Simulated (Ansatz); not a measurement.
La:
Space group P6₃/mmc (No. 194); a = 3.776 Å, b = 3.776 Å, c = 12.066 Å, α = 90.00°, β = 90.00°, γ = 120.00°

| atom | site | symmetry | x | y | z |
|---|---|---|---|---|---|
| La | 2a | -3m. | 0.0000 | 0.0000 | 0.0000 |
| La | 2c | -6m2 | 0.3333 | 0.6667 | 0.2500 |

Relaxed with r²SCAN.

Problem. Which orbitals make up the states near the Fermi level in DFT-r²SCAN in the program Ansatz with PAW potentials?

Solution. Within 0.5 eV of the Fermi level: La 5d 79 %, La 4f 11 %, La 6s 6 %. Projections are on Löwdin-orthogonalised atomic valence shells; empty p or d shells of many metals are not among them.

Problem. Tabulate the density of states.

Solution. States/eV per cell of 4 atoms, in 0.25 eV bins, energy from the Fermi level.

```
E (eV)  total  La 5d  La 4f  La 6s
------  -----  -----  -----  -----
-3.45    0.00   0.00   0.00   0.00
-3.20    0.10   0.00   0.00   0.09
-2.95    0.24   0.00   0.00   0.20
-2.70    0.35   0.01   0.00   0.29
-2.45    0.47   0.02   0.00   0.38
-2.20    0.62   0.05   0.00   0.49
-1.95    1.44   0.62   0.01   0.69
-1.70    4.62   3.06   0.04   1.26
-1.45    6.38   4.53   0.09   1.45
-1.20    7.64   5.95   0.19   1.19
-0.95    6.72   5.42   0.21   0.83
-0.70    6.73   5.68   0.26   0.54
-0.45    5.48   4.65   0.29   0.33
-0.20    5.19   4.33   0.39   0.24
0.05     6.81   5.37   0.68   0.43
0.30     5.94   4.37   0.90   0.43
0.55     6.18   4.42   1.14   0.36
0.80     7.69   5.16   1.70   0.47
1.05     7.91   4.94   2.05   0.49
1.30     7.19   3.93   2.47   0.47
```

Space group P6_3/mmc (dhcp (α-La type)). Symmetry was held in the r²SCAN relaxation; of distortions, only those at the zone centre were tested. Axis ratios of metals converge slowly with the k-mesh, so a and c are less sure than the volume. Scalar-relativistic: spin–orbit coupling is off unless named, which matters more the heavier the elements.

Potentials: the later of the program's two PAW sets.
